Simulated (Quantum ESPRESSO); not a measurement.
**Band energies of TaAs**

```xyz
4
Lattice="-1.7218 1.7218 5.8679 1.7218 -1.7218 5.8679 1.7218 1.7218 -5.8679" Properties=species:S:1:pos:R:3 pbc="T T T"
As     0.0000     1.7218     3.9037
As     0.0000     0.0000     0.9697
Ta     1.7218     0.0000     2.9336
Ta     0.0000     0.0000     5.8676
```

PBEsol (pw.x of Quantum ESPRESSO, ONCV potentials, scalar-relativistic); path ΓXYSΓZS1NPY1Z,XP; energies in eV from the Fermi level.

| k (1/Å) | point | band 24 | band 25 | band 26 | band 27 | band 28 | band 29 | band 30 | band 31 |
|---|---|---|---|---|---|---|---|---|---|
| 0.00 | Γ | -2.45 | -2.33 | -1.93 | -1.61 | -1.61 | 0.94 | 1.60 | 2.33 |
| 0.32 |  | -3.05 | -2.89 | -1.94 | -1.23 | -1.09 | 0.39 | 0.80 | 2.48 |
| 0.75 |  | -3.94 | -3.84 | -2.36 | -0.89 | -0.83 | 0.45 | 1.58 | 1.84 |
| 1.18 |  | -4.75 | -3.29 | -3.15 | -1.28 | -0.89 | 2.48 | 2.77 | 2.85 |
| 1.29 | X | -5.07 | -3.18 | -3.18 | -1.10 | -1.10 | 2.83 | 2.83 | 3.09 |
| 1.29 | Y | -5.01 | -3.16 | -3.16 | -1.12 | -1.12 | 2.67 | 2.67 | 3.00 |
| 1.53 |  | -4.32 | -3.11 | -3.04 | -1.33 | -1.00 | 1.79 | 2.45 | 2.63 |
| 2.00 |  | -3.34 | -2.50 | -2.47 | -1.66 | -0.44 | 0.53 | 1.62 | 2.27 |
| 2.12 | S | -3.37 | -2.41 | -2.40 | -1.74 | -0.08 | 0.09 | 1.72 | 2.15 |
| 2.45 |  | -3.26 | -2.22 | -1.76 | -1.50 | -0.67 | 0.29 | 1.19 | 1.72 |
| 2.89 |  | -2.58 | -2.18 | -1.99 | -1.69 | -1.34 | 0.68 | 1.31 | 2.19 |
| 3.11 | Γ | -2.45 | -2.33 | -1.93 | -1.61 | -1.61 | 0.94 | 1.60 | 2.33 |
| 3.33 |  | -2.64 | -2.51 | -2.12 | -1.34 | -1.34 | 0.99 | 1.53 | 2.60 |
| 3.65 | Z | -2.86 | -2.78 | -2.78 | -0.90 | -0.90 | 1.25 | 1.25 | 2.31 |
| 3.75 |  | -2.89 | -2.85 | -2.54 | -1.06 | -0.83 | 1.12 | 1.45 | 2.17 |
| 4.07 |  | -3.19 | -2.79 | -2.12 | -1.85 | 0.10 | 0.11 | 1.20 | 2.17 |
| 4.48 | S1 | -3.37 | -2.41 | -2.40 | -1.74 | -0.08 | 0.09 | 1.72 | 2.15 |
| 4.76 | N | -3.40 | -2.42 | -2.31 | -1.57 | -0.26 | 0.15 | 1.39 | 2.25 |
| 4.95 |  | -3.39 | -2.56 | -2.49 | -1.47 | -0.67 | 0.69 | 1.34 | 2.49 |
| 5.31 |  | -4.12 | -3.18 | -3.07 | -1.29 | -0.98 | 1.45 | 2.57 | 2.70 |
| 5.68 | P | -5.04 | -3.20 | -3.20 | -1.10 | -1.10 | 2.84 | 2.84 | 3.08 |
| 5.96 | Y1 | -5.01 | -3.16 | -3.16 | -1.12 | -1.12 | 2.67 | 2.67 | 3.00 |
| 6.05 |  | -4.92 | -3.12 | -3.12 | -1.16 | -1.16 | 2.45 | 2.45 | 2.84 |
| 6.39 |  | -4.59 | -3.03 | -3.03 | -1.23 | -1.23 | 1.80 | 1.80 | 2.45 |
| 6.72 |  | -4.03 | -2.78 | -2.78 | -1.18 | -1.18 | 1.78 | 1.78 | 1.83 |
| 7.06 |  | -3.01 | -2.68 | -2.68 | -0.94 | -0.94 | 1.27 | 1.27 | 2.26 |
| 7.14 | Z | -2.86 | -2.78 | -2.78 | -0.90 | -0.90 | 1.25 | 1.25 | 2.31 |
| 7.14 | X | -5.07 | -3.18 | -3.18 | -1.10 | -1.10 | 2.83 | 2.83 | 3.09 |
| 7.41 | P | -5.04 | -3.20 | -3.20 | -1.10 | -1.10 | 2.84 | 2.84 | 3.08 |

At this level the gap is closed or nearly so: along the path the highest valence and lowest conduction bands touch, or overlap by less than 0.6 eV, a zero-gap or semimetallic result; the valence top lies at 50 % of the way from Z to S1, the conduction bottom at 50 % of the way from S1 to N, 0.06 eV lower. Semilocal functionals close the gaps of some narrow-gap semiconductors, so this alone doesn't show that the compound has none.

Without spin-orbit coupling, band edges of such heavy elements can be off by tenths of an eV.

Geometry of the Materials Project entry, not relaxed at this level.

The structure is a Materials Project entry; no match was found in the copy of COD used, and its stability was not checked.
